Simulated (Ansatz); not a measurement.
**Run times of several calculations on MoS2 with hydrogen replacing S**

MoS2 with hydrogen replacing S, cell charge +1. Cell: 54 atoms, space group P3m1, a = 9.507 Å, b = 9.507 Å, c = 12.324 Å, α = 90.00°, β = 90.00°, γ = 120.00°.

All runs are DFT with Ansatz 0.2.0 on 4 threads of Intel Xeon 6975P-C (Granite Rapids) (x86_64; 16 cores open to the job, memory cap 8.0 GiB, no GPU), a shared host.

Question: Rank the runs by wall time, shortest first.
A. single point at relaxed positions, r2SCAN, 500 eV, 3×3×2 k-points, smearing 0.01 eV
B. relaxation of the ions, PBE, 420 eV, 3×3×2 k-points, smearing 0.01 eV
C. single point, PBE, 420 eV, 3×3×2 k-points, smearing 0.01 eV

Answer: C (56 s, 5.1 GiB), A (86 s, 6.3 GiB), B (2.7 min, 6 GiB).
